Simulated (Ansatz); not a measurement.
GaAs:
```xyz
4
Lattice="3.7056 0.0000 0.0000 -1.8528 3.2091 0.0000 0.0000 0.0000 6.3390" Properties=species:S:1:pos:R:3 pbc="T T T"
Ga     0.0000     0.0000     0.0000
Ga     0.0000     0.0000     3.1695
As     0.0000     2.1394     1.5847
As     1.8528     1.0697     4.7542
```

Relaxed with PBEsol. Special points in fractions of this cell's reciprocal vectors: Γ (0.000, 0.000, 0.000); M (0.500, 0.000, 0.000); K (0.333, 0.333, 0.000); A (0.000, 0.000, 0.500); L (0.500, 0.000, 0.500); H (0.333, 0.333, 0.500).

### Question
List the band energies nearest the Fermi level at these points for plane-wave PAW PBEsol (Ansatz code).

### Answer
In eV from the Fermi level; about four levels below and three above (degenerate sets whole), none deeper than 8.9 eV; points with the same levels are listed once.

```
k                    below                above
-  -----------------------  -------------------
Γ        -7.95 -0.26 -0.21  0.01 0.01 0.52 0.52
M  -5.13 -4.62 -4.20 -2.41       0.28 1.33 1.56
K  -3.42 -3.42 -3.03 -3.03       5.45 6.30 6.30
A              -4.95 -4.95  0.32 0.32 0.32 0.32
L  -1.48 -1.48 -0.46 -0.46  3.50 3.50 6.35 6.35
H  -4.80 -4.80 -0.27 -0.27  0.68 0.68 2.35 2.35
```

Space group P6_3/mmc (NiAs type). The start of the workflow was typed in or built on a structure type; neither database checked (COD, Materials Project) lists it. It is not the phase usual at ambient conditions (space group No. 216). Symmetry was held in the PBEsol relaxation; of distortions, only those at the zone centre were tested. Scalar-relativistic: spin–orbit coupling is off unless named, which matters more the heavier the elements.

Potentials: the later of the program's two PAW sets.
